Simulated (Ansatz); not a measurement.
MoRu (rock salt, Fm-3m), DFT-PBEsol in the program Ansatz with PAW potentials, all energies at zero smearing, with the estimated change up to a 700 eV cutoff added, with one set of potentials and settings (totals compare only within such a set). Cell of 2 atoms (1 Ru, 1 Mo): -10712.083 eV.

```json
[
 {"element": "Ru", "reference phase": "P6_3/mmc, 2 atoms in the cell", "E (eV/atom)": "-5816.5026"},
 {"element": "Mo", "reference phase": "Im-3m, 1 atoms in the cell", "E (eV/atom)": "-4897.4695"}
]
```

Formation energy per atom, worked out: (-10712.083 − 1×(-5816.5026) − 1×(-4897.4695))/2 = 0.945 eV/atom (91 kJ per mol of atoms), at 0 K, without zero-point energy or fitted corrections.

The start of the workflow was typed in or built on a structure type; neither database checked (COD, Materials Project) lists it. Whether it is the stable phase at ambient conditions was not checked. The cell was relaxed with PBEsol under the symmetry of its start. At this level the phase is mechanically unstable. No spin polarisation was allowed. Its formation energy is positive at this level, so the cell may be metastable or incomplete. The references are the lowest solids computed at this level, not always the standard phases.

Potentials: the later of the program's two PAW sets.
